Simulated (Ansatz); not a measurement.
GeSe:
```yaml
crystal:
  lattice:
    - [4.79889, 0.00000, 0.00000]
    - [-2.39945, 4.15596, 0.00000]
    - [0.00000, 0.00000, 11.47877]
  atoms:
    - { symbol: Ge, position: [0.00000, 0.00000, 0.01977] }
    - { symbol: Ge, position: [0.00000, 0.00000, 0.51977] }
    - { symbol: Ge, position: [0.66667, 0.33333, 0.76970] }
    - { symbol: Ge, position: [0.33333, 0.66667, 0.26970] }
    - { symbol: Se, position: [0.00000, 0.00000, 0.79228] }
    - { symbol: Se, position: [0.00000, 0.00000, 0.29228] }
    - { symbol: Se, position: [0.66667, 0.33333, 0.54388] }
    - { symbol: Se, position: [0.33333, 0.66667, 0.04388] }
```

Relaxed with PBE. Special points in fractions of this cell's reciprocal vectors: Γ (0.000, 0.000, 0.000); M (0.500, 0.000, 0.000); K (0.333, 0.333, 0.000); A (0.000, 0.000, 0.500); L (0.500, 0.000, 0.500); H (0.333, 0.333, 0.500).

Problem. List the band energies nearest the valence-band maximum at these points for plane-wave PAW PBE (Ansatz code).

Solution. In eV from the valence-band maximum; about four levels below and three above (degenerate sets whole), none deeper than 8.9 eV; points with the same levels are listed once.

```json
[
 {"k": "Γ", "below": "-2.34 -2.34 -1.93 -1.56", "above": "1.06 1.06 1.11 1.11"},
 {"k": "M", "below": "-2.09 -1.42 -1.31 -0.69", "above": "0.94 1.84 2.32"},
 {"k": "K", "below": "-0.52 -0.10 -0.10 -0.10", "above": "1.13 1.51 1.51"},
 {"k": "A", "below": "-2.59 -2.59 -2.59 -2.59 -1.48 -1.48", "above": "1.15 1.15 1.15 1.15"},
 {"k": "L", "below": "-1.93 -1.93 -0.81 -0.81", "above": "1.90 1.90 2.64 2.64"},
 {"k": "H", "below": "-0.38 -0.38 -0.11 -0.11", "above": "1.31 1.31 1.79 1.79"}
]
```

Space group P6_3mc. The cell is a constructed one: a structure type filled with these elements; neither database checked (COD, Materials Project) lists it. It is not the phase usual at ambient conditions (space group No. 62). The PBE relaxation kept the symmetry of its start; whether a distortion lowers the energy is not shown. Scalar-relativistic: spin–orbit coupling is off unless named, which matters more the heavier the elements.

Potentials: the later of the program's two PAW sets.
